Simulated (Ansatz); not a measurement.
Input:

ZnCdO2:
```yaml
crystal:
  lattice:
    - [3.38052, 0.00000, 0.00000]
    - [-1.69026, 2.92761, 0.00000]
    - [0.00000, 0.00000, 5.62302]
  atoms:
    - { symbol: Zn, position: [0.00000, 0.00000, 0.99646] }
    - { symbol: Cd, position: [0.66667, 0.33333, 0.48920] }
    - { symbol: O, position: [0.66667, 0.33333, 0.09821] }
    - { symbol: O, position: [0.00000, 0.00000, 0.65213] }
```

This is the r²SCAN-relaxed structure. x, y and z are the axes in which the lattice vectors are written.

### Question
All from r²SCAN (plane waves, PAW; program Ansatz), unless another level is named. Estimate the piezoelectric stress constants (proper, relaxed ions, C/m²).

### Answer
e15 = e24 = 0.66, e16 = e21 = -0.31, e22 = 0.31, e31 = e32 = 0.51, e33 = -1.01.

### Question
Next, the Hill bulk and shear moduli?

### Answer
120 and 24.8 GPa.

### Question
Give the highest zone-centre frequency (without LO–TO term).

### Answer
67.9 meV.

Space group P3m1. The workflow started from a Materials Project entry (that database holds measured and hypothetical structures alike); the Crystallography Open Database copy checked does not list it. Its standing as an ambient phase is unchecked. Symmetry was held in the r²SCAN relaxation; of distortions, only those at the zone centre were tested.

Potentials: the later of the program's two PAW sets.
